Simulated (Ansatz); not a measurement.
InPPd₅ in space group P4/mmm (No. 123; In on 1c, P on 1b, Pd on 4i, Pd on 1a), DFT-r²SCAN in the program Ansatz with PAW potentials, all energies at zero smearing, with the estimated change up to a 700 eV cutoff added, with one set of potentials and settings (totals compare only within such a set). Cell of 7 atoms (1 In, 1 P, 5 Pd): -41303.988 eV.

```csv
element,reference phase,E (eV/atom)
In,"I4/mmm, 1 atoms in the cell",-5611.8204
P,"Cmce, 4 atoms in the cell",-759.1646
Pd,"Fm-3m, 1 atoms in the cell",-6985.7456
```

Formation energy per atom, worked out: (-41303.988 − 1×(-5611.8204) − 1×(-759.1646) − 5×(-6985.7456))/7 = -0.611 eV/atom (-59 kJ per mol of atoms), at 0 K, without zero-point energy or fitted corrections.

The first step of the workflow began from a Materials Project structure, measured or hypothetical; the Crystallography Open Database copy checked does not list it. Whether it is the stable phase at ambient conditions was not checked. The r²SCAN relaxation kept the symmetry of its start; its stability against distortions is not shown here. The run is not spin-polarised. The references are the lowest solids computed at this level, not always the standard phases.

Potentials: the later of the program's two PAW sets.
